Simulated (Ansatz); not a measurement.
Ti (hcp, Mg type)

```
CELL_PARAMETERS angstrom
      2.90040     0.00000     0.00000
     -1.45020     2.51182     0.00000
      0.00000     0.00000     4.59020
ATOMIC_POSITIONS crystal
  Ti 0.33333 0.66667 0.75000
  Ti 0.66667 0.33333 0.25000
```

The slice is a (0001) plane (indices of the conventional cell) through the point (0.667, 0.333, 0.250) (fractional), spanned by u = [110] and v = [1 -1 0] in vectors of this cell: u (2.90 Å) and v (5.02 Å, at 90° to u). It covers one period; positions are fractions (u, v).

Level of theory: PBEsol (plane waves to 420 eV, PAW, scalar-relativistic; Ansatz, a quantum-chemistry and plane-wave program). k mesh 18×18×10. Near the nuclei the fields are pseudised (PAW); where an atom keeps semicore shells as valence, they peak there. The PAW data are Ansatz's earlier set. Ti is run without spin polarisation. Ti was relaxed with its symmetry unable to fall.

Problem. What is the ELF at the midpoint of the shortest Ti–Ti line in this plane (2.90 Å)?

Solution. 0.26.

Problem. What is the valence density on the shortest Ti–Ti line in this plane (2.90 Å), at its midpoint?

Solution. 0.20 e/Å³.

Problem. Sketch the valence electron density on this plane as a map.

Solution. 
| v \ u | 0.00 | 0.12 | 0.25 | 0.38 | 0.50 | 0.62 | 0.75 | 0.88 |
|---|---|---|---|---|---|---|---|---|
| 0.93 | 0.9 | 0.7 | 0.0 | -0.6 | -0.8 | -0.6 | 0.0 | 0.7 |
| 0.86 | 0.2 | 0.0 | -0.5 | -0.8 | -0.8 | -0.8 | -0.5 | 0.0 |
| 0.79 | -0.5 | -0.6 | -0.7 | -0.8 | -0.8 | -0.8 | -0.7 | -0.6 |
| 0.71 | -0.6 | -0.6 | -0.7 | -0.6 | -0.6 | -0.6 | -0.7 | -0.6 |
| 0.64 | -0.6 | -0.6 | -0.4 | 0.0 | 0.2 | 0.0 | -0.4 | -0.6 |
| 0.57 | -0.6 | -0.5 | 0.0 | 0.7 | 0.9 | 0.7 | 0.0 | -0.5 |
| 0.50 | -0.7 | -0.5 | 0.2 | 0.9 | 1.1 | 0.9 | 0.2 | -0.5 |
| 0.43 | -0.8 | -0.6 | 0.0 | 0.7 | 0.9 | 0.7 | 0.0 | -0.6 |
| 0.36 | -0.8 | -0.8 | -0.5 | 0.0 | 0.2 | 0.0 | -0.5 | -0.8 |
| 0.29 | -0.8 | -0.8 | -0.7 | -0.6 | -0.5 | -0.6 | -0.7 | -0.8 |
| 0.21 | -0.6 | -0.6 | -0.7 | -0.6 | -0.6 | -0.6 | -0.7 | -0.6 |
| 0.14 | 0.2 | 0.0 | -0.4 | -0.6 | -0.6 | -0.6 | -0.4 | 0.0 |
| 0.07 | 0.9 | 0.7 | 0.0 | -0.5 | -0.6 | -0.5 | 0.0 | 0.7 |
| 0.00 | 1.1 | 0.9 | 0.2 | -0.5 | -0.7 | -0.5 | 0.2 | 0.9 |

Values: log₁₀ of the valence density in e/Å³. The scale is logarithmic, as a density can span decades between atoms and voids.
